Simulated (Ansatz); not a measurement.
Ge (diamond), conventional cell a = b = c = 5.676 Å, α = β = γ = 90.00°. The calculation uses the primitive cell of 2 atoms, to which meshes and values per cell refer.

E(V) scan at fixed shape, V₀ the volume above. Symmetry pins the atoms to their sites.

These are PBEsol (plane waves to 420 eV, PAW, scalar-relativistic; Ansatz, a program for electronic structure) values and carry that method's errors. k mesh 14×14×14 (Γ-centred), Fermi-Dirac smearing 0.05 eV. E stands for the smeared free energy. Compression counts positive. Ge was relaxed with its symmetry unable to fall. ΔE is measured from the relaxed starting cell.

```tsv
a (Å)	ΔE (meV/atom)	P (GPa)
5.4803	59	9.1
5.5139	39	7.2
5.5471	24	5.5
5.5799	13	3.9
5.6124	6	2.5
5.6444	1	1.2
5.6762	0	0.0
5.7075	1	-1.1
5.7385	5	-2.0
5.7692	11	-2.9
5.7996	19	-3.7
5.8296	29	-4.4
5.8594	40	-5.1
```

Read from the data:

| Property | Value |
|---|---|
| Pressure at the smallest volume | 9.1 GPa |
| Energy cost of the largest compression | 59 meV/atom |
| Energy cost of the largest expansion | 40 meV/atom |
| Bulk modulus B₀ (third-order Birch-Murnaghan fit) | 67.1 GPa |
| Pressure derivative B₀′ (fit) | 4.8 |
| Equilibrium volume of the fit | 22.86 Å³/atom |
| Pressure for 5 % compression (fit) | 3.9 GPa |

(A scan under strain: stresses follow from slopes of the energy per volume, elastic moduli from its curvatures.)
